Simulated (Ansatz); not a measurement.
## KNa2AlH6 — Na-23 NMR of the central transition

Cell: a computed structure from the Materials Project (it need not be an observed phase).

```cif
data_KNa2AlH6
_symmetry_space_group_name_H-M 'P2_1'
_symmetry_Int_Tables_number 4
_cell_length_a 5.5845
_cell_length_b 5.6634
_cell_length_c 7.9876
_cell_angle_alpha 90.000
_cell_angle_beta 90.061
_cell_angle_gamma 90.000
loop_
_atom_site_label
_atom_site_type_symbol
_atom_site_symmetry_multiplicity
_atom_site_Wyckoff_symbol
_atom_site_fract_x
_atom_site_fract_y
_atom_site_fract_z
K K 2 a 0.7590 0.9811 0.4995
Na3 Na 2 a 0.7501 0.0390 0.9998
Na5 Na 2 a 0.7471 0.5023 0.7590
Al Al 2 a 0.7605 0.4995 0.2333
H9 H 2 a 0.7099 0.5098 0.4570
H11 H 2 a 0.8297 0.4714 0.0214
H13 H 2 a 0.4976 0.8184 0.7984
H15 H 2 a 0.9908 0.1871 0.7398
H17 H 2 a 0.5781 0.7527 0.1996
H19 H 2 a 0.9405 0.2489 0.2692
```

One atom of each set is listed.

Computed with Ansatz: DFT, PBE, plane waves and PAW, scalar-relativistic, 420 eV cutoff, Γ-centred 5×5×4 k-points, Fermi–Dirac smearing 0.02 eV.

Na-23 has I = 3/2 and Q = 104.0 mb (Pyykkö 2018); at 14.1 T its Larmor frequency is ν₀ = 158.9 MHz. Only the quadrupole interaction is simulated: positions count from each site's isotropic chemical shift, and J coupling is left out, as are shift anisotropy and dipolar coupling, which fast spinning averages.

Q: Give C_Q, η, the quadrupolar product P_Q = |C_Q|(1 + η²/3)^½, the second-order isotropic shift and the breadth of the pattern (fast magic-angle spinning) for each Na site.

A: 

```json
{"site": "Na3", "first shell": "8 H at 2.38–2.71 Å", "C_Q (MHz)": "-0.785", "η": "0.23", "P_Q (MHz)": "0.792", "δ_QIS (ppm)": "-0.621", "breadth (kHz)": "0.224"}
{"site": "Na5", "first shell": "6 H at 2.15–2.42 Å", "C_Q (MHz)": "-0.198", "η": "0.76", "P_Q (MHz)": "0.216", "δ_QIS (ppm)": "-0.0463", "breadth (kHz)": "0.0168"}
```

δ_QIS = −(ν_Q²/30ν₀²)[I(I+1) − 3/4](1 + η²/3) × 10⁶ ppm with ν_Q = 3|C_Q|/[2I(2I−1)]; it falls as 1/B₀² in ppm, and the breadth as 1/B₀ in kHz.
